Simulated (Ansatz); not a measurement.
**Data sheet: TiSeS (DFT)**

TiSeS:
```
CELL_PARAMETERS angstrom
      3.47773     0.00000     0.00000
     -1.73887     3.01181     0.00000
      0.00000     0.00000     5.99169
ATOMIC_POSITIONS crystal
  Ti 0.33333 0.66667 0.98559
  Se 0.66667 0.33333 0.25086
  S  0.00000 0.00000 0.76355
```

Space group P3m1 (No. 156); conventional cell a = b = 3.4777 Å, c = 5.9917 Å, α = β = 90.00°, γ = 120.00°.

Method: DFT-r²SCAN+D4 in the program Ansatz with PAW potentials. Geometry: relaxed at this level of theory. Other levels are named where they apply.

**Cell and energy**

| Property | Value |
|---|---|
| Volume per atom | 20.92 Å³ |
| Density | 4.20 g/cm³ |
| Formation energy from the elements (no fitted shifts) | -1.42 eV/atom |

**Electronic structure**

| Property | Result |
|---|---|
| Electronic character | metallic (no gap) |
| Density of states at the Fermi level | 0.08 states/eV per atom (mean over ±0.08 eV) |
| Gap with spin–orbit coupling | none (metallic) |
| Z2 indices of the occupied bands with spin–orbit coupling | 0;(000) |

**Mechanics**

| Property | Value |
|---|---|
| Bulk modulus (Birch–Murnaghan fit) | 26.6 GPa |
| Pressure derivative B′ | 11.5 |

**Phonons**

| Item | Value |
|---|---|
| Highest zone-centre frequency | 359 cm^-1 |
| Zone-centre stability | no imaginary mode at Γ |

**Charges**

| Item | Result |
|---|---|
| Bader charges | Ti +1.78, Se -0.80, S -0.97 e |

The first step of the workflow began from a Materials Project structure, measured or hypothetical; the Crystallography Open Database copy checked does not list it. Whether it is the stable phase at ambient conditions was not checked. Symmetry was held in the r²SCAN+D4 relaxation. No spin polarisation was allowed. As this level gives no gap, phonon frequencies hold no LO–TO term and depend on the k-mesh and smearing (Fermi–Dirac, 0.1 eV here). The references are the lowest solids computed at this level, not always the standard phases. Spin–orbit coupling is left out wherever it is not named.

Potentials: the later of the program's two PAW sets.
